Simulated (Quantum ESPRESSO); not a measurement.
# Where does O sit best among Se sites?

Calculated results; nothing here was measured. They come from pw.x of Quantum ESPRESSO 7.5, a plane-wave density functional program, with PseudoDojo standard norm-conserving files (v0.5 for PBE, v0.4.1 for LDA and PBEsol). The cells are made up: elements, strain and atom displacements were drawn at random, and nothing was relaxed. There is no spin polarisation, spin-orbit coupling or dispersion term.

The cell has 8 sites of a zincblende or diamond lattice. Sites 1 to 4 hold Zn Zn Zn Zn; sites 5 to 8 hold X X X X. Cell vectors in Å: (5.484, 0.052, -0.044); (0.052, 5.545, -0.001); (-0.044, -0.001, 5.411). Settings: PBE, cutoff 1170 eV, 4 x 4 x 4 k mesh shifted by half a step, Fermi-Dirac smearing of 0.025 eV.

In each run one of the sites marked X holds O and the others hold Se; cell and positions stay the same. E is the free energy of the cell.

| site of the guest | first shell | mean distance (Å) | E above the lowest (eV) | P (GPa) | force on the guest (eV/Å) |
| --- | --- | --- | --- | --- | --- |
| 5 | Zn4 | 2.435 | 0.944 | 4.06 | 0.484 |
| 6 | Zn4 | 2.369 | 0.580 | 3.18 | 0.446 |
| 7 | Zn4 | 2.377 | 0.619 | 3.26 | 0.634 |
| 8 | Zn4 | 2.331 | 0.000 | 2.01 | 0.606 |

A rerun of one of these cells at 1467 eV and k mesh 6 x 6 x 6 moved values by no more than 0.004 eV in the cell's energy, 0.02 GPa in stress and 0.002 eV/Å in force.

## Reading the table

Site 8 is lowest, by 0.580 eV, over three times the rerun's bound. A straight line of energy against the mean distance has a slope of 8.7 ± 2.1 eV/Å, so the guest costs less on the tighter sites. The positions are random and not relaxed, so the differences hold for this frozen cell and are not site preferences of a real crystal.